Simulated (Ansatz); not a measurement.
The relaxed structure here is a generated cell of B: the first start was made by placing the elements on the sites of a structure type, and the end was not matched to a known phase here, so it may be hypothetical.

One starting cell of B (a generated cell, B built in the AFLOW prototype A_oF8_70_a) was relaxed twice with Ansatz (plane waves, PAW, scalar-relativistic): with r2SCAN at 500 eV and with PBE at 420 eV. The r2SCAN result:

B is taken in the tetragonal space group I4₁/amd, origin choice 1 (No. 141), Pearson symbol tI4. Cell: a = b = 2.2630 Å, c = 5.3194 Å, α = β = γ = 90.00°. B on 4a is coordinated by 4 B at 1.746 Å. (Neighbours: up to the widest gap in distance over summed covalent radii, below 1.35, at either atom.)
(The calculation used a cell of 2 atoms; values per cell refer to that cell.)

```tsv
quantity	r2SCAN	PBE
space group	I4₁/amd	I4₁/amd
volume (Å³/atom)	6.81	___
a (Å)	2.263	___
c (Å)	5.319	___
gap (eV, no spin-orbit coupling)	0.00	___
```

Question: What does PBE give for the same quantities?

Answer: 
- volume (Å³/atom), PBE: 6.75
- a (Å), PBE: 2.248
- c (Å), PBE: 5.345
- gap (eV, no spin-orbit coupling), PBE: 0.00

Both levels end in the same structure; PBE's volume is 0.8 % smaller. Neither column is exact.

No spin polarisation in the result.

The run could not lose the symmetry of its start, so the end can be a saddle point.

All atoms sit on sites fixed by symmetry, so only the cell could relax.

Ansatz is a program for electronic structure.
